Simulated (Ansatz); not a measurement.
# What settings do to one calculation: Sb started on a S site next to a S vacancy in zincblende CdS, 15 atoms, charge +1

Ansatz (PAW, plane waves), atoms fixed. The base input:

```yaml
crystal:
  lattice:
    - [0.000000, 5.824492, 5.824492]
    - [5.824492, 0.000000, 5.824492]
    - [5.824492, 5.824492, 0.000000]
  atoms:
    - { symbol: Cd, position: [0.001584, 0.997821, 0.000317] }
    - { symbol: Cd, position: [0.497393, 0.502317, 0.499864] }
    - { symbol: Cd, position: [0.996632, 0.998282, 0.502757] }
    - { symbol: Cd, position: [0.501132, 0.501482, 0.001142] }
    - { symbol: Cd, position: [0.999679, 0.496641, 0.003959] }
    - { symbol: Cd, position: [0.496730, 0.006614, 0.499658] }
    - { symbol: Cd, position: [0.500871, 0.995018, 0.999562] }
    - { symbol: Cd, position: [0.999783, 0.502711, 0.501836] }
    - { symbol: S, position: [0.120166, 0.131201, 0.123949] }
    - { symbol: S, position: [0.624765, 0.625973, 0.122840] }
    - { symbol: S, position: [0.130896, 0.622515, 0.121650] }
    - { symbol: S, position: [0.622466, 0.128657, 0.625168] }
    - { symbol: S, position: [0.620782, 0.125109, 0.126972] }
    - { symbol: S, position: [0.127213, 0.624055, 0.623481] }
    - { symbol: Sb, position: [0.629574, 0.624576, 0.619090] }
kpoints:
  mp_grid: { grid: [2, 2, 2], shift: [0.5, 0.5, 0.5] }
hamiltonian:
  xc: pbesol
total_charge: 1
scf:
  occupations: { method: fermi_dirac, width: 0.01 }
output:
  forces: true
  eigenvalues: true
  populations: true
  charged_corrections: { epsilon: 8.9 }
```

Command:

```sh
ansatz run in.yaml --threads 7 --pin off --max-ram 13300MiB --runs-dir r --events-out ev --progress --plain
```

It converged in 9 iterations and 4.3 s of wall time on 7 threads of a Neoverse-V2 processor, on a host shared with other runs; peak host memory 1.4 GiB; largest force component 1.47 eV/Å. The cutoff was the default, 420 eV. The base isn't a converged reference: it has few k points, and its atoms are unrelaxed. Each run below changes the keys shown and caps the iterations.

```tsv
run	changed	ending	iterations	free energy less the base (meV per atom)	rms change of forces (eV/Å)	change of pressure (GPa)	wall time (s, shared host)
1	dispersion d4, max_iter 70	converged	9	other zero	0.002	–	3.4 CPU
2	max_iter 80, k points a 2×2×2 mesh centred on Γ, total_charge 7	converged	15	other zero	0.565	–	4.4 CPU
3	occupations fixed, max_iter 50, total_charge 3	converged	11	other zero	0.364	–	4.7 CPU
4	accuracy high, mixing beta 0.6, max_iter 70, k points a 2×2×1 mesh centred on Γ	converged	12	71.4	0.186	–	2.2 CPU
5	mixing algorithm anderson, dr2_threshold 0.0001, max_iter 60	converged	7	0.0	0.000	–	3.2 CPU
6	dispersion d4, n_extra_bands 60, max_iter 80	converged	9	other zero	0.002	–	4.6 CPU
```

«Other zero»: another functional, charge or dispersion term moves the zero of energy, so the difference says nothing of accuracy.

**Question.** Which changes leave the result alone, and which of the same physical model moves the forces most?

**Answer.** The forces move by under 0.002 eV/Å in run 5. Run 4 (accuracy high, mixing beta 0.6, max_iter 70, k points a 2×2×1 mesh centred on Γ) moves them most among the runs with the same functional, charge and dispersion term, by 0.186 eV/Å.
